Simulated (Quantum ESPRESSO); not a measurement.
**Band energies of GaN at -1 % isotropic strain**

```
GaN
1.0
    3.15196     0.00000     0.00000
   -1.57598     2.72968     0.00000
    0.00000     0.00000     5.13483
N Ga
2 2
Cartesian
  1.57598   0.90989   4.49717
  0.00000   1.81978   1.92976
  1.57598   0.90989   2.56322
  0.00000   1.81978   5.13063
```

PBE (stringent potentials; pw.x of Quantum ESPRESSO, ONCV potentials, no spin-orbit coupling); path ΓMKΓALHA,LM,KH; energies in eV from the valence-band maximum.

| k (1/Å) | point | band 22 | band 23 | band 24 | band 25 | band 26 | band 27 | band 28 | band 29 |
|---|---|---|---|---|---|---|---|---|---|
| 0.00 | Γ | -1.07 | -1.07 | -0.04 | 0.00 | 0.00 | 2.17 | 4.52 | 9.39 |
| 0.35 |  | -2.52 | -1.51 | -1.48 | -0.28 | -0.21 | 3.46 | 5.64 | 8.53 |
| 0.69 |  | -4.77 | -3.55 | -2.31 | -1.06 | -0.68 | 4.88 | 6.07 | 7.10 |
| 1.04 |  | -5.29 | -4.43 | -2.81 | -2.15 | -1.01 | 5.20 | 5.81 | 6.21 |
| 1.15 | M | -5.39 | -4.34 | -2.85 | -2.29 | -1.03 | 5.20 | 5.78 | 6.17 |
| 1.37 |  | -5.33 | -4.27 | -3.35 | -2.35 | -1.51 | 5.87 | 6.00 | 6.40 |
| 1.82 | K | -5.43 | -5.43 | -3.08 | -3.08 | -2.82 | 5.18 | 8.12 | 8.12 |
| 2.12 |  | -5.31 | -4.18 | -4.13 | -2.25 | -2.07 | 5.72 | 7.05 | 8.00 |
| 2.43 |  | -4.35 | -4.01 | -2.70 | -1.22 | -1.07 | 5.43 | 7.00 | 7.50 |
| 2.74 |  | -2.81 | -2.19 | -1.44 | -0.39 | -0.37 | 3.81 | 6.01 | 8.55 |
| 3.04 |  | -1.22 | -1.12 | -0.20 | -0.06 | -0.02 | 2.35 | 4.65 | 9.34 |
| 3.14 | Γ | -1.07 | -1.07 | -0.04 | 0.00 | 0.00 | 2.17 | 4.52 | 9.39 |
| 3.51 |  | -1.98 | -0.86 | -0.86 | -0.23 | -0.23 | 3.63 | 4.64 | 8.87 |
| 3.76 | A | -3.89 | -0.55 | -0.55 | -0.55 | -0.55 | 4.49 | 4.49 | 8.68 |
| 3.86 |  | -3.89 | -0.67 | -0.67 | -0.58 | -0.58 | 4.60 | 4.60 | 8.59 |
| 4.17 |  | -4.11 | -1.82 | -1.82 | -1.02 | -1.02 | 5.44 | 5.44 | 7.89 |
| 4.49 |  | -5.38 | -2.17 | -2.17 | -1.63 | -1.63 | 5.11 | 5.11 | 8.03 |
| 4.80 |  | -6.65 | -1.99 | -1.99 | -1.98 | -1.98 | 4.58 | 4.58 | 8.03 |
| 4.91 | L | -6.76 | -2.01 | -2.01 | -1.96 | -1.96 | 4.54 | 4.54 | 8.01 |
| 5.24 |  | -6.55 | -3.31 | -3.31 | -1.65 | -1.65 | 5.52 | 5.52 | 8.35 |
| 5.57 | H | -6.29 | -4.35 | -4.35 | -1.53 | -1.53 | 6.65 | 6.65 | 7.42 |
| 5.84 |  | -6.18 | -3.77 | -3.77 | -1.64 | -1.64 | 6.13 | 6.13 | 8.08 |
| 6.10 |  | -5.42 | -2.66 | -2.66 | -1.89 | -1.89 | 5.87 | 5.87 | 8.15 |
| 6.37 |  | -4.38 | -2.01 | -2.01 | -1.48 | -1.48 | 5.76 | 5.76 | 7.79 |
| 6.72 |  | -3.90 | -0.88 | -0.88 | -0.65 | -0.65 | 4.78 | 4.78 | 8.45 |
| 6.90 | A | -3.89 | -0.55 | -0.55 | -0.55 | -0.55 | 4.49 | 4.49 | 8.68 |
| 6.90 | L | -6.76 | -2.01 | -2.01 | -1.96 | -1.96 | 4.54 | 4.54 | 8.01 |
| 7.21 |  | -6.00 | -3.39 | -2.61 | -1.75 | -1.34 | 4.45 | 5.24 | 7.78 |
| 7.51 | M | -5.39 | -4.34 | -2.85 | -2.29 | -1.03 | 5.20 | 5.78 | 6.17 |
| 7.51 | K | -5.43 | -5.43 | -3.08 | -3.08 | -2.82 | 5.18 | 8.12 | 8.12 |
| 7.72 |  | -5.71 | -5.34 | -3.07 | -2.65 | -2.65 | 5.55 | 7.81 | 7.81 |
| 8.12 | H | -6.29 | -4.35 | -4.35 | -1.53 | -1.53 | 6.65 | 6.65 | 7.42 |

The PBE gap is direct, 2.17 eV at Γ.

Spin-orbit splittings are left out.

Geometry strained from the cell relaxed with PBEsol, atoms relaxed again.
